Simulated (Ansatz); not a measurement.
YInCu4:
```yaml
crystal:
  lattice:
    - [0.00000, 3.59050, 3.59050]
    - [3.59050, 0.00000, 3.59050]
    - [3.59050, 3.59050, 0.00000]
  atoms:
    - { symbol: Y, position: [0.00000, 0.00000, 0.00000] }
    - { symbol: In, position: [0.25000, 0.25000, 0.25000] }
    - { symbol: Cu, position: [0.62460, 0.62460, 0.12619] }
    - { symbol: Cu, position: [0.62460, 0.12619, 0.62460] }
    - { symbol: Cu, position: [0.12619, 0.62460, 0.62460] }
    - { symbol: Cu, position: [0.62460, 0.62460, 0.62460] }
```

Relaxed with r²SCAN. Special points in fractions of this cell's reciprocal vectors: Γ (0.000, 0.000, 0.000); X (0.500, 0.000, 0.500); U (0.625, 0.250, 0.625); K (0.375, 0.375, 0.750); L (0.500, 0.500, 0.500); W (0.500, 0.250, 0.750).

Question: List the band energies nearest the Fermi level at these points for r²SCAN (plane waves, PAW; program Ansatz).

Answer: In eV from the Fermi level; about four levels below and three above (degenerate sets whole), none deeper than 8.9 eV; points with the same levels are listed once.

```
k                    below           above
-  -----------------------  --------------
Γ  -1.45 -1.45 -1.45 -0.80  0.26 0.26 1.42
X  -2.34 -0.80 -0.80 -0.19  2.01 2.32 2.32
U  -2.38 -2.26 -1.32 -0.78  1.34 1.70 2.20
L  -1.87 -0.96 -0.84 -0.84  1.19 1.19 1.24
W  -2.40 -2.36 -2.26 -1.89  0.00 1.27 1.64
```

Space group F-43m. The workflow started from a Materials Project entry (that database holds measured and hypothetical structures alike); the Crystallography Open Database copy checked does not list it. With Y and In taken as one species the cell has the higher symmetry Fd-3m, so it may be an ordered model of a mixed-site phase. Its standing as an ambient phase is unchecked. The cell was relaxed with r²SCAN under the symmetry of its start; its stability against distortions is not shown here. The run is not spin-polarised. The Fermi level of a semimetal is unsure by some 0.05 eV on such meshes. Spin–orbit coupling is left out wherever it is not named.

Potentials: the earlier of the program's two PAW sets.
